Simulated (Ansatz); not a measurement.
A relaxed structure of CdTe is spoiled in several ways and relaxed again each time (noise and exchanges are one random draw each; pressure is positive under compression). The numbers are results of PBE (plane waves to 420 eV, PAW, scalar-relativistic; Ansatz, a program for electronic structure), not measurements.

Space group F-43m (No. 216); a = 6.619 Å, b = 6.619 Å, c = 6.619 Å, α = 90.00°, β = 90.00°, γ = 90.00°

```tsv
atom	site	symmetry	x	y	z
Te	4c	-43m	0.2500	0.2500	0.2500
Cd	4a	-43m	0.0000	0.0000	0.0000
```
(The calculation used a cell of 2 atoms; values per cell refer to that cell.)

```
change                                                                                                           first pressure (GPa)  first V (Å³/atom)  released (eV/atom)  moves                outcome  final group  E − E(parent) (eV/atom)
---------------------------------------------------------------------------------------------------------------  --------------------  -----------------  ------------------  -----  ---------------------  -----------  -----------------------
with every coordinate shifted by Gaussian noise of σ = 0.3 Å                                                                      5.8              36.25                0.46      4  returns to the parent        F-43m                    0.000
with every coordinate shifted by Gaussian noise of σ = 0.1 Å                                                                      1.9              36.25                0.14      4  returns to the parent        F-43m                    0.000
deformed by the Cartesian strain tensor (xx, yy, zz, yz, xz, xy) = (0.025, -0.068, 0.001, 0.023, -0.052, 0.071)                     …              34.36                   …      8                      …            …                        …
doubled along one cell vector, shaken by Gaussian noise of σ = 0.08 Å a coordinate                                                1.1              36.25                0.08      3  returns to the parent        F-43m                    0.000
```

Question: Fill in the missing entries.

Answer: 
- deformed by the Cartesian strain tensor (xx, yy, zz, yz, xz, xy) = (0.025, -0.068, 0.001, 0.023, -0.052, 0.071), first pressure (GPa): 4.2
- deformed by the Cartesian strain tensor (xx, yy, zz, yz, xz, xy) = (0.025, -0.068, 0.001, 0.023, -0.052, 0.071), released (eV/atom): 0.18
- deformed by the Cartesian strain tensor (xx, yy, zz, yz, xz, xy) = (0.025, -0.068, 0.001, 0.023, -0.052, 0.071), outcome: returns to the parent
- deformed by the Cartesian strain tensor (xx, yy, zz, yz, xz, xy) = (0.025, -0.068, 0.001, 0.023, -0.052, 0.071), final group: F-43m
- deformed by the Cartesian strain tensor (xx, yy, zz, yz, xz, xy) = (0.025, -0.068, 0.001, 0.023, -0.052, 0.071), E − E(parent) (eV/atom): 0.000

First-step values come from each run's starting, coarser k-mesh (6×6×6, 6×7×6, 6×3×6). Each cell has its own k-point mesh; energy differences are given only to the digits this allows. No spin polarisation in the result.
